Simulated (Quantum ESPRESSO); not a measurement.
**Band energies of Sr2NH**

```xyz
4
Lattice="1.9068 1.1009 6.3023 -1.9068 1.1009 6.3023 0.0000 -2.2017 6.3023" Properties=species:S:1:pos:R:3 pbc="T T T"
H      0.0000     0.0000     0.0000
N      0.0000     0.0000     9.4534
Sr     0.0000     0.0000    14.3929
Sr     0.0000     0.0000     4.5139
```

PBEsol (Quantum ESPRESSO, PseudoDojo norm-conserving, 84 Ry, scalar-relativistic); path ΓLB1,BZΓX,QFP1Z,LP; energies in eV from the valence-band maximum.

```csv
k (1/Å),point,band 9,band 10,band 11,band 12,band 13,band 14,band 15,band 16
0.00,Γ,-10.39,-3.47,-1.54,-0.21,-0.21,4.34,4.60,4.69
0.43,,-10.25,-3.26,-0.96,-0.26,-0.10,3.17,3.35,4.65
0.97,L,-10.16,-2.57,-0.89,-0.09,-0.01,1.74,2.82,4.65
1.58,B1,-10.12,-2.43,-0.54,-0.41,-0.08,2.35,2.66,3.90
1.58,B,-10.12,-2.43,-0.54,-0.41,-0.08,2.35,2.66,3.90
1.89,,-10.16,-2.76,-0.71,-0.35,0.00,2.37,2.79,4.19
2.41,,-10.29,-3.59,-0.60,-0.36,-0.15,2.49,3.65,4.85
2.61,Z,-10.32,-3.72,-0.64,-0.18,-0.18,2.11,4.74,4.89
2.99,,-10.38,-3.51,-1.43,-0.20,-0.20,3.75,4.72,4.72
3.11,Γ,-10.39,-3.47,-1.54,-0.21,-0.21,4.34,4.60,4.69
3.42,,-10.30,-3.40,-1.17,-0.19,-0.14,3.48,4.03,4.41
3.94,,-10.14,-2.55,-0.69,-0.32,-0.10,2.31,3.11,3.46
4.24,X,-10.12,-2.41,-0.55,-0.41,-0.09,2.30,2.74,3.84
4.24,Q,-10.12,-2.41,-0.55,-0.41,-0.09,2.30,2.74,3.84
4.35,,-10.13,-2.45,-0.75,-0.24,-0.08,2.33,2.65,4.02
4.76,F,-10.18,-2.47,-1.34,-0.06,-0.06,2.10,2.60,4.61
4.76,P1,-10.18,-2.49,-1.25,-0.07,-0.05,2.12,2.51,4.62
5.12,,-10.20,-3.04,-0.78,-0.39,-0.07,2.49,3.03,4.17
5.56,,-10.32,-3.69,-0.63,-0.22,-0.17,2.19,4.28,4.93
5.65,Z,-10.32,-3.72,-0.64,-0.18,-0.18,2.11,4.74,4.89
5.65,L,-10.16,-2.57,-0.89,-0.09,-0.01,1.74,2.82,4.65
5.99,P,-10.18,-2.49,-1.25,-0.07,-0.05,2.12,2.51,4.62
```

The PBEsol gap is 1.74 eV and nearly direct: the edges lie at 30 % of the way from B to Z and L, the smallest direct gap within 0.02 eV of it. Another valence extremum on the path lies within 0.02 eV, too close to call.

Geometry of the Materials Project entry, not relaxed at this level.

The structure is a Materials Project entry; no match was found in the copy of COD used, and its stability was not checked.
